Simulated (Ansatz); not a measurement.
Below is a relaxed structure of GeCl3. The cell was found from a structure generator's guess, not taken from experiment.

Theory: DFT PBE, scalar-relativistic, plane waves, PAW (Ansatz). Cutoff 420 eV, Γ-centred mesh, Gaussian smearing, no spin polarisation.

```
Ge Cl
1.0
    -2.89780    2.89780    2.89780
     2.89780   -2.89780    2.89780
     2.89780    2.89780   -2.89780
Ge Cl
1 3
Direct
  0.00000 0.00000 0.00000
  0.00000 0.50000 0.50000
  0.50000 0.00000 0.50000
  0.50000 0.50000 0.00000
```

Energies over the elements count from the elements' standard structures at the same level (Cl₂ as a molecule), with no fitted energy shifts.

Question: What space group does it have?

Answer: Im-3m (No. 229). Conventional cell: a = 5.796 Å. Ge is surrounded by 6 Cl at 2.90 Å; Cl has 2 Ge at 2.90 Å and 4 Cl at 2.90 Å.

Question: How far does it lie from the elements in energy?

Answer: −0.07 eV/atom.

Question: Is it a metal?

Answer: Yes, bands cross the Fermi level on the 12×12×12 mesh.

The last run used a 12×12×12 mesh for its 4-atom cell and Gaussian smearing of 0.10 eV. An odd number of electrons in the primitive cell allows no gap without spin; a larger cell or a magnetic state could open one. The cell is a metal run without spin; a magnetic state may lie lower. A structure relaxed within its symmetry needn't be a true minimum. Another cell of GeCl3 relaxed alike, in Pm-3m, lies 0.56 eV/atom lower, so this cell isn't the stable form at this level.
